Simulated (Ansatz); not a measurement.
# Equation of state of CaPb$_{3}$

A database entry relaxed whole under r2SCAN (Pm-3m):

```
Ca Pb
1.0
     4.91973    0.00000    0.00000
     0.00000    4.91973    0.00000
     0.00000    0.00000    4.91973
Ca Pb
1 3
Direct
  0.00000 0.00000 0.00000
  0.00000 0.50000 0.50000
  0.50000 0.00000 0.50000
  0.50000 0.50000 0.00000
```

The cell was scaled uniformly, its shape held, and the atoms relaxed at each volume with plane-wave PAW DFT (Ansatz 0.2.0; r2SCAN, 500 eV, 7×7×7 Γ-centred mesh, fermi-dirac occupations of width 0.100 eV; no spin, no spin-orbit coupling). One row is withheld.

```tsv
volume (Å³/atom)	energy over the lowest (meV/atom)	pressure (GPa)
27.983	14.8	2.93
28.578	6.2	1.84
29.174	?	?
29.769	0.0	0.00
30.364	1.6	-0.78
30.960	6.0	-1.48
31.555	12.7	-2.12
```

Q: Fit the pressures of the other rows to the third-order Birch-Murnaghan form.

A: With f = [(V₀/V)^(2/3) − 1]/2 and P = 3B₀f(1 + 2f)^(5/2)[1 + 3(B₀′ − 4)f/2], least squares gives V₀ = 29.77 Å³ an atom, B₀ = 41.3 GPa and B₀′ = 4.5; the rows miss the fit by less than 0.01 GPa. The slope of the energies differs from these pressures by 0.07 GPa, since they are taken to zero smearing while pressures follow the free energy.

Q: What does the withheld row hold?

A: The fit gives 0.87 GPa at 29.174 Å³; the run gave 0.87 GPa and 1.4 meV an atom.

Caveats: the shape of the cell was held; 0 K, fixed nuclei; the symmetry was kept, and this need not be the phase that is stable at 0 K; one mesh for all volumes; pressure is positive in compression.
